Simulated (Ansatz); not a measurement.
TiBr₂:
```xyz
3
Lattice="3.5082 0.0000 0.0000 -1.7541 3.0382 0.0000 0.0000 0.0000 6.6602" Properties=species:S:1:pos:R:3 pbc="T T T"
Br     0.0000     2.0254     1.6589
Br     1.7541     1.0127     5.0013
Ti     0.0000     0.0000     0.0000
```

Relaxed with r²SCAN+D4.

Task: Give the Bader charges and basin volumes of the independent atoms, DFT-r²SCAN+D4 in the program Ansatz with PAW potentials.

Result: 

| atom | Bader charge (e) | Bader volume (Å³) |
|---|---|---|
| Br1 | -0.73 | 29.9 |
| Ti3 | +1.47 | 11.1 |

Space group P-3m1 (CdI2 type). The workflow started from an entry of the Crystallography Open Database (COD). Its standing as an ambient phase is unchecked. Symmetry was held in the r²SCAN+D4 relaxation; whether a distortion lowers the energy is not shown. No spin polarisation was allowed. The volume lies over 15 % below that of the usual cell of this phase: another minimum, or an error of the functional.

Potentials: the later of the program's two PAW sets.
